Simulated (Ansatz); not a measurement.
InP:
Space group F-43m (No. 216); a = b = c = 5.9072 Å, α = β = γ = 90.00°

```tsv
atom	site	symmetry	x	y	z
In	4a	-43m	0.0000	0.0000	0.0000
P	4c	-43m	0.2500	0.2500	0.2500
```
(The calculation used a cell of 2 atoms; values per cell refer to that cell.)

Relaxed with r²SCAN.

### Question
Decompose the optical modes at the zone centre into irreducible representations, and say which are infrared and Raman allowed.

### Answer
Point group -43m: Γ_opt = T2. Infrared: T2. Raman: T2.

### Question
Assign frequencies (DFPT, DFT-r²SCAN in the program Ansatz with PAW potentials; without the LO–TO term).

### Answer
T2 296 cm⁻¹.

The r²SCAN relaxation kept the symmetry of its start; of distortions, only those at the zone centre were tested.

Potentials: the earlier of the program's two PAW sets.
